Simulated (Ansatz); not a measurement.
**Surface calculation: fcc Cu (110), 4 layers**

The slab is cut from the fcc crystal, the stable phase, as relaxed on PAW files (11.95 Å³/atom), with 16 Å of vacuum and a dipole correction:

```yaml
crystal:
  lattice:
    - [2.56645, 0.00000, 0.00000]
    - [0.00000, 3.62951, 0.00000]
    - [0.00000, 0.00000, 19.84970]
  atoms:
    - { symbol: Cu, position: [0.25000, 0.25000, 0.40303] }
    - { symbol: Cu, position: [0.75000, 0.75000, 0.46768] }
    - { symbol: Cu, position: [0.25000, 0.25000, 0.53232] }
    - { symbol: Cu, position: [0.75000, 0.75000, 0.59697] }
```

All numbers are PBE results (scalar-relativistic) from Ansatz 0.2.0, with a Γ-centred 16×11×1 k mesh, Fermi–Dirac smearing of 0.05 eV, no spin polarisation. Methods: LAPW: all electrons, basis error target 1 meV/atom; PAW: frozen-core files, cutoff 420 eV.

The bulk energy comes from a cell in the slab's orientation on a 16×11×16 mesh. The surface energy is (E(slab) − N·E(bulk))/2A at zero smearing, the mean of both faces; thin slabs carry quantum-size effects.

Task: As cut, the LAPW slab lies 1.899 eV above 4 atoms of bulk. What surface energy is that?

Result: Over two faces of 9.31 Å² it is 101.9 meV/Å², and times 16.02 J/m² per eV/Å² that gives γ = 1.633 J/m².

| method | γ as cut (J/m²) | γ relaxed (J/m²) | Φ as cut (eV) | Φ relaxed (eV) |
| --- | --- | --- | --- | --- |
| LAPW | 1.633 | 1.575 | 4.39 | 4.43 |
| PAW | 1.632 | 1.575 | 4.40 | 4.43 |

Task: How do the spacings between the planes relax?

Result: From the bottom face up: d12 -12.6 % of 1.283 Å, d23 +9.8 % of 1.283 Å, d34 -12.6 % of 1.283 Å.

Task: What changes if the images along the normal are cut off in place of the dipole correction?

Result: LAPW then gives: no gap, work function 4.43 eV; PAW: no gap, work function 4.43 eV.

Task: A field of 0.3 V/Å is applied along the normal, atoms held. What follows?

Result: LAPW finds an induced dipole of 0.1005 e·Å a cell (PAW 0.1004), that is 6.51 Å for 4πα over the area, against 3.65 Å between the outer atoms.

Task: A 2p core hole is made on one atom of each kind in every 1×1 cell (PAW hole dataset, neutral cell, valence without spin). What does it cost by layer?

Result: layer 1 936.20 eV, layer 2 936.43 eV. Shifts between layers mean more than the absolute values, and a whole layer of holes screens otherwise than one hole.
